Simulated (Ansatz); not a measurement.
An Ansatz (a first-principles code) input:

Ansatz 0.2 input:
```yaml
crystal:
  lattice:
    - [0.0, 3.0514174325, 3.0514174325]
    - [3.0514174325, 0.0, 3.0514174325]
    - [3.0514174325, 3.0514174325, 0.0]
  atoms:
    - { symbol: Ta, position: [0.0, 0.0, 0.0] }
    - { symbol: Ta, position: [0.25, 0.25, 0.25] }
kpoints:
  mp_grid: { grid: [9, 9, 9] }
  band_path:
    path:
      - [[0.0, 0.0, 0.0], [0.5, 0.0, 0.5], [0.625, 0.25, 0.625]]  # Γ-X-U
      - [[0.375, 0.375, 0.75], [0.0, 0.0, 0.0], [0.5, 0.5, 0.5], [0.5, 0.25, 0.75], [0.5, 0.0, 0.5]]  # K-Γ-L-W-X
    npoints: 12
basis: { xc_grid: 2 }
hamiltonian:
  xc: pbe
  pseudopotentials: { kind: paw }
magnetization: { noncollinear: true, spin_orbit: true }
scf:
  n_extra_bands: 12
  convergence: { dr2_threshold: 0.0000000001 }
  occupations: { method: gaussian, width: 0.05 }
output: { eigenvalues: true }
```

Question: How many symmetry operations and irreducible k-points will the run report?

Answer: 48 operations, 35 of 729 k-points.

Question: With a cutoff of 420 eV, how many plane waves at Γ?

Answer: 1067.

It took around 29 core-seconds (rough) on shared server cores.

Space group Fd-3m (diamond). The start of the workflow was typed in or built on a structure type; neither database checked (COD, Materials Project) lists it. It is not the phase usual at ambient conditions (space group No. 229). Symmetry was held in the PBE relaxation; whether a distortion lowers the energy is not shown. No spin polarisation was allowed.

Potentials: the later of the program's two PAW sets.

Ansatz is a plane-wave DFT program.
